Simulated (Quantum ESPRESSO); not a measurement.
**Band energies of NaYS$_{2}$ at -1.5 % isotropic strain**

```
NaYS2
1.0
    1.93868     1.11930     6.48408
   -1.93868     1.11930     6.48408
    0.00000    -2.23860     6.48408
Na S Y
1 2 1
Direct
  0.00000   0.00000   0.00000
  0.24419   0.24419   0.24419
  0.75581   0.75581   0.75581
  0.50000   0.50000   0.50000
```

norm-conserving PBEsol (Quantum ESPRESSO, 88 Ry, without SOC); path ΓLB1,BZΓX,QFP1Z,LP; energies in eV from the valence-band maximum.

```
k (1/Å)  point  band 12  band 13  band 14  band 15  band 16  band 17  band 18  band 19
-------  -----  -------  -------  -------  -------  -------  -------  -------  -------
0.00         Γ    -1.70    -1.70    -0.17     0.00     0.00     3.44     3.44     3.83
0.21              -1.90    -1.67    -0.58    -0.17    -0.14     3.34     3.72     3.94
0.42              -2.18    -1.66    -1.60    -0.47    -0.34     3.04     4.30     4.34
0.74              -2.53    -2.02    -1.64    -1.08    -0.69     2.66     5.22     5.27
0.95         L    -2.36    -2.09    -1.67    -1.21    -0.71     2.59     5.46     5.48
1.31              -2.62    -2.08    -1.52    -1.50    -1.33     3.65     4.63     4.93
1.55        B1    -2.70    -2.29    -1.83    -1.37    -1.03     3.74     4.13     4.83
1.55         B    -2.70    -2.29    -1.83    -1.37    -1.03     3.74     4.13     4.83
1.67              -2.73    -2.04    -1.88    -1.29    -0.87     3.51     3.78     5.24
2.01              -2.58    -1.71    -1.31    -1.26    -0.52     3.21     3.36     5.31
2.23              -2.43    -1.59    -1.09    -0.76    -0.57     3.30     3.51     4.55
2.57         Z    -1.72    -1.64    -1.64    -0.14    -0.14     3.49     3.49     3.68
2.81              -1.67    -1.67    -0.85    -0.07    -0.07     3.47     3.47     3.79
3.05         Γ    -1.70    -1.70    -0.17     0.00     0.00     3.44     3.44     3.83
3.36              -2.04    -1.68    -1.00    -0.38    -0.15     3.46     3.66     4.15
3.56              -2.25    -2.15    -1.47    -0.88    -0.48     3.64     3.67     4.85
3.86              -2.33    -1.99    -1.86    -1.36    -1.23     3.86     4.09     5.00
4.07              -2.48    -2.40    -1.64    -1.52    -1.21     4.02     4.40     4.57
4.17         X    -2.52    -2.42    -1.78    -1.42    -1.07     3.77     4.46     4.52
4.17         Q    -2.52    -2.42    -1.78    -1.42    -1.07     3.77     4.46     4.52
4.47              -2.47    -1.74    -1.39    -1.34    -0.85     2.44     4.79     5.25
4.67         F    -2.50    -1.56    -1.42    -0.95    -0.86     2.01     5.21     5.47
4.67        P1    -2.53    -1.59    -1.49    -1.00    -0.82     2.12     5.17     5.48
4.85              -2.66    -1.54    -1.44    -0.83    -0.82     2.17     4.73     5.16
5.03              -2.53    -1.55    -1.50    -0.73    -0.66     2.47     4.47     4.66
5.20              -2.41    -1.54    -1.23    -0.73    -0.51     2.92     4.13     4.30
5.47              -1.97    -1.63    -1.39    -0.24    -0.17     3.45     3.54     3.74
5.55         Z    -1.72    -1.64    -1.64    -0.14    -0.14     3.49     3.49     3.68
5.55         L    -2.36    -2.09    -1.67    -1.21    -0.71     2.59     5.46     5.48
5.88         P    -2.53    -1.59    -1.49    -1.00    -0.82     2.12     5.17     5.48
```

The PBEsol gap is indirect, 2.01 eV, from Γ to F; the smallest direct gap is 2.87 eV.

Geometry strained from the cell relaxed with PBEsol, atoms relaxed again.
